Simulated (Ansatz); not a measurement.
# Structure relaxation, W

The start is a generated trial cell of W in the AFLOW prototype A_oP8_62_2c (A_c). A full variable-cell relaxation at zero pressure is run with r2SCAN (plane waves to 500 eV, PAW, scalar-relativistic; Ansatz, a first-principles code). The first steps use a coarse 5×7×7 k-mesh.

Initial structure:
```
CELL_PARAMETERS angstrom
      6.23831     0.00000     0.00000
      0.00000     4.42196     0.00000
      0.00000     0.00000     4.57551
ATOMIC_POSITIONS crystal
  W  0.46400 0.25000 0.29200
  W  0.96400 0.25000 0.20800
  W  0.53600 0.75000 0.70800
  W  0.03600 0.75000 0.79200
  W  0.18100 0.25000 0.65800
  W  0.68100 0.25000 0.84200
  W  0.81900 0.75000 0.34200
  W  0.31900 0.75000 0.15800
```

### Question
What pressure does the first self-consistent step give?

### Answer
+33.7 GPa (positive: the cell is compressed).

### Question
What is the largest force in the starting geometry, and on which atom (counted from 1)?

### Answer
4.14 eV/Å, on W5, W6, W7, W8 (atoms numbered as listed).

### Question
What symmetry does the relaxed structure have?

### Answer
The space group goes from Pnma (No. 62) to Im-3m (No. 229); the end is bcc (W type), with 1 atom in the primitive cell.

### Question
How much energy is released per atom?

### Answer
1.24 eV/atom.

### Question
How does the volume per atom move from start to end?

### Answer
+0.9 %, from 15.78 to 15.93 Å³/atom.

### Question
How do the shortest distances between atoms change?

### Answer
The closest pairs of elements (up to four, under 3.6 Å), start → end: W–W 2.43 → 2.75 Å.

### Question
Is the relaxed structure metallic? Give its gap.

### Answer
Zero (metallic).

### Question
What does it relax into? Give the structure.

### Answer

```cif
data_W2
_chemical_formula_sum 'W2'
_space_group_name_H-M_alt 'Im-3m'
_space_group_IT_number 229
_space_group_name_Hall '-I 4 2 3'
_cell_length_a 3.16984
_cell_length_b 3.16984
_cell_length_c 3.16984
_cell_angle_alpha 90.000
_cell_angle_beta 90.000
_cell_angle_gamma 90.000
loop_
_atom_site_label
_atom_site_type_symbol
_atom_site_symmetry_multiplicity
_atom_site_Wyckoff_symbol
_atom_site_fract_x
_atom_site_fract_y
_atom_site_fract_z
_atom_site_occupancy
W1 W 2 a 0.00000 0.00000 0.00000 1
```
(The calculation used a cell of 1 atom; values per cell refer to that cell.)

Final values are on a 21×21×21 k-mesh of the relaxed cell. No spin polarisation in the result.

The run could not lose the symmetry of its start; a randomly shaken copy of 2 atoms returns to this structure.
